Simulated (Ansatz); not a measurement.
AgPt$_{3}$ (Cu3Au type, Pm-3m), a = 3.9687 Å, b = 3.9687 Å, c = 3.9687 Å, α = 90.00°, β = 90.00°, γ = 90.00°.

Relaxed with r²SCAN.

### Question
Tabulate the valence density and the electron localisation function along the shortest Ag–Pt contact (2.81 Å), r²SCAN in the plane-wave PAW code Ansatz.

### Answer


```csv
distance from Ag (Å),density (e/Å³),ELF
0.28,15.90,0.76
0.42,11.23,0.67
0.56,6.82,0.58
0.70,3.51,0.49
0.84,1.54,0.38
0.98,0.70,0.26
1.12,0.41,0.17
1.26,0.30,0.16
1.40,0.29,0.19
1.54,0.36,0.25
1.68,0.54,0.31
1.82,0.92,0.39
1.96,1.85,0.50
2.10,3.64,0.60
2.25,6.07,0.66
2.39,8.53,0.68
2.53,10.42,0.67
```

The density is the valence pseudo-density with augmentation charge, so density and ELF within about 1 Å of a nucleus are not all-electron values.

The workflow started from an entry of the Crystallography Open Database (COD). Whether it is the stable phase at ambient conditions was not checked. The r²SCAN relaxation kept the symmetry of its start; of distortions, only those at the zone centre were tested. The run is not spin-polarised. Spin–orbit coupling is left out wherever it is not named.

Potentials: the later of the program's two PAW sets.
